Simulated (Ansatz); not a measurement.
**KAsH2O4: ¹⁷O NMR of the central transition**

Cell: a computed structure from the Materials Project (it need not be an observed phase), taken as it stands.

```cif
data_KAsH2O4
_symmetry_space_group_name_H-M 'I-42d'
_symmetry_Int_Tables_number 122
_cell_length_a 7.6821
_cell_length_b 7.6821
_cell_length_c 7.3422
_cell_angle_alpha 90.000
_cell_angle_beta 90.000
_cell_angle_gamma 90.000
loop_
_atom_site_label
_atom_site_type_symbol
_atom_site_symmetry_multiplicity
_atom_site_Wyckoff_symbol
_atom_site_fract_x
_atom_site_fract_y
_atom_site_fract_z
K K 4 b 0.0000 0.0000 0.5000
H H 8 d 0.2500 0.3439 0.3750
As As 4 a 0.0000 0.0000 0.0000
O O 16 e 0.4079 0.3409 0.3648
```

One atom of each set is listed; the run and its k-mesh use a cell of 16 atoms with edges of 6.56, 6.56, 6.56 Å.

Method: Kohn–Sham DFT in Ansatz, PBE, plane waves and PAW, scalar-relativistic, 420 eV cutoff, Γ-centred 5×5×5 k-points, Fermi–Dirac smearing 0.02 eV.

¹⁷O has I = 5/2 and Q = -25.58 mb (Pyykkö 2018); at 28.2 T its Larmor frequency is ν₀ = 162.8 MHz. Only the quadrupole interaction is simulated: positions count from each site's isotropic chemical shift, and J coupling is left out, as are shift anisotropy and dipolar coupling, which fast spinning averages.

(1) What does the ¹⁷O spectrum (fast magic-angle spinning) show for each site?

Answers

(1) 

| site | first shell | C_Q (MHz) | η | P_Q (MHz) | δ_QIS (ppm) | breadth (kHz) |
| --- | --- | --- | --- | --- | --- | --- |
| O | 1 H at 1.22 Å, 1 As at 1.73 Å, angle 111°; also 2 K at 2.84–3.03 Å | -8.12 | 0.50 | 8.45 | -16.2 | 6.11 |

δ_QIS = −(ν_Q²/30ν₀²)[I(I+1) − 3/4](1 + η²/3) × 10⁶ ppm with ν_Q = 3|C_Q|/[2I(2I−1)]; it falls as 1/B₀² in ppm, and the breadth as 1/B₀ in kHz.

At O V_zz points along the longer of its two bonds, to As (within 9°).

The largest force is 0.3 eV/Å, so the atoms aren't at the calculated equilibrium and relaxing them would move these values.
